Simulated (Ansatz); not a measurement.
Total density of states per atom from DFT-LDA in the program Ansatz with PAW potentials, in 0.25 eV bins, energy from the Fermi level:

(E (eV), states/eV/atom): (-4.95, 0.00); (-4.70, 0.02); (-4.45, 0.07); (-4.20, 0.09); (-3.95, 0.12); (-3.70, 0.15); (-3.45, 0.18); (-3.20, 0.21); (-2.95, 0.24); (-2.70, 0.30); (-2.45, 0.37); (-2.20, 0.51); (-1.95, 0.91); (-1.70, 0.94); (-1.45, 0.97); (-1.20, 1.17); (-0.95, 1.33); (-0.70, 1.05); (-0.45, 1.20); (-0.20, 1.58); (0.05, 2.01); (0.30, 1.43); (0.55, 0.72); (0.80, 0.83); (1.05, 1.70); (1.30, 2.04); (1.55, 2.15); (1.80, 1.82); (2.05, 2.03); (2.30, 1.46); (2.55, 0.95); (2.80, 0.66); (3.05, 0.78); (3.30, 0.76); (3.55, 0.76); (3.80, 0.78); (4.05, 0.83); (4.30, 0.95); (4.55, 1.04)

Task: Which compound is it?
A) Be, hcp (Mg type)
B) Ti, P6/mmm (Ti on 1a, Ti on 2d)
C) Hf, hcp (Mg type)
D) Y, hcp (Mg type)

Result: D, Y, hcp (Mg type). Within 0.5 eV of the Fermi level: Y 4d 89 %, Y 5s 5 %. Projections are on Löwdin-orthogonalised atomic valence shells; empty p or d shells of many metals are not among them.

Space group P6_3/mmc (hcp (Mg type)). The LDA relaxation kept the symmetry of its start. No spin polarisation was allowed. Scalar-relativistic: spin–orbit coupling is off unless named, which matters more the heavier the elements.

Potentials: the earlier of the program's two PAW sets.
